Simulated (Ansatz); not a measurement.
## Density of states of MnHg

```xyz
2
Lattice="3.2880 0.0000 0.0000 0.0000 3.2880 0.0000 0.0000 0.0000 3.3130" Properties=species:S:1:pos:R:3 pbc="T T T"
Mn    1.6440    1.6440    1.6565
Hg    0.0000    0.0000    0.0000
```

The conventional cell has a = 3.288 Å, b = 3.288 Å, c = 3.313 Å, α = 90.00°, β = 90.00°, γ = 90.00°. Mn (atom 1) has 8 Hg at 2.85 Å as nearest neighbours. Hg (atom 2) is surrounded by 8 Mn at 2.85 Å.

The cell is COD entry 1522568, as deposited and not checked against the literature; nothing was relaxed.

Other magnetic orders may lie lower; this is the state that the run reached.

Spin–orbit coupling is left out, though it moves levels of the heavy atoms by tenths of an eV or more.

These are results of Ansatz 0.2.0, DFT, PBE, all-electron LAPW, scalar-relativistic, not measurements.

Settings: a Γ-centred 10×10×10 k mesh, Fermi–Dirac smearing of 0.05 eV, basis error target 0.5 meV/atom, spin-polarised from start moments Mn1 4 μB, ending with a cell moment of 3.86 μB.

States per eV and cell, averaged over 0.6 eV, from -10.0 to 4.2 eV, with energies (bin centres) from the Fermi level; empty bins are left out. The partial columns, the largest 3 alone, are projections on Löwdin-orthogonalised atomic shells (those that the program's projection atoms carry: the occupied ones and, for some elements, an empty d or f shell; other empty shells have no column), summed over atoms of an element and both spins. Weights on diffuse s and p shells depend on that basis and aren't pure angular character.

```csv
E (eV),spin-up,spin-down,Hg 5d,Mn 3d,Hg 6s
-9.8,0.01,0.00,0.00,0.00,0.00
-9.2,0.09,0.06,0.01,0.00,0.07
-8.6,0.52,0.33,0.47,0.01,0.20
-8.0,3.35,3.46,6.07,0.15,0.34
-7.4,3.89,3.95,7.46,0.17,0.14
-6.8,0.94,0.96,1.65,0.03,0.14
-6.2,0.24,0.21,0.15,0.02,0.18
-5.6,0.31,0.25,0.14,0.05,0.27
-5.0,0.42,0.31,0.14,0.13,0.38
-4.4,0.28,0.23,0.06,0.16,0.22
-3.8,0.32,0.20,0.03,0.23,0.11
-3.2,2.15,0.16,0.09,1.86,0.07
-2.6,3.04,0.20,0.08,2.88,0.05
-2.0,2.27,0.35,0.08,2.21,0.05
-1.4,0.44,0.67,0.03,0.56,0.06
-0.8,0.46,0.61,0.03,0.53,0.08
-0.2,0.37,1.12,0.03,0.98,0.07
0.4,0.30,1.52,0.02,1.45,0.07
1.0,0.24,2.01,0.03,1.89,0.06
1.6,0.30,1.56,0.03,1.46,0.09
2.2,0.34,1.07,0.01,0.85,0.12
2.8,0.37,0.50,0.01,0.27,0.11
3.4,0.34,0.46,0.01,0.18,0.12
4.0,0.37,0.49,0.01,0.15,0.10
```

(1) Which of the resolved shells contributes most within 0.3 eV of the Fermi level?

(2) Where is the centre of the filled Hg 5d states between -14 eV and the top of the filled states?

Results:

(1) Mn 3d, with 70 % of all states there; Mn 4s follows with 5 %.

(2) -7.44 eV from the Fermi level.
